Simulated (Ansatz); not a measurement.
**TiBCl: reading a single point**

```
Ti Cl B
1.0
     3.77564    0.00000    0.00000
     0.00000    3.36719    0.00000
     0.00000    0.00000    7.99958
Ti Cl B
2 2 2
Direct
  0.00000 0.50000 0.12200
  0.50000 0.00000 0.87800
  0.00000 0.00000 0.32000
  0.50000 0.50000 0.68000
  0.00000 0.00000 0.93500
  0.50000 0.50000 0.06500
```

Method: PBE, non-collinear spin; PAW, plane waves to 420 eV, 6×7×3 Γ-centred mesh, fermi-dirac occupations (width 0.1 eV) (Ansatz 0.2.0), atoms fixed.

The state carries no moments; the state need not be the lowest.

Forces: The largest is on Cl3 (and as large on other atoms): 1.66 eV/Å, components (0.00, 0.00, 1.66). It makes 133° with the line to a nearest neighbour, Ti1 at 2.31 Å.
Formation energy: -0.18 eV an atom against the elements' usual phases (free molecules for gases, crystals otherwise, with no correction for O₂ or N₂), so it is bound against them; other compounds may still compete. Relaxing would lower it.
Electronic structure: It is a metal, with about 2 states/eV a cell as the mean within 0.25 eV of the Fermi level, mostly Ti d (47 %), B p (31 %) and Cl p (16 %).
Charges: Bader charges in e: Ti +1.35, B -0.77, Cl -0.58. In the mean Ti gives up most and B takes most.

Origin: a known structure type with other elements, at an estimated volume, so it need not be a known compound. Caveats: correlation that this level lacks may open a gap in such a compound; atoms or cell far from equilibrium.
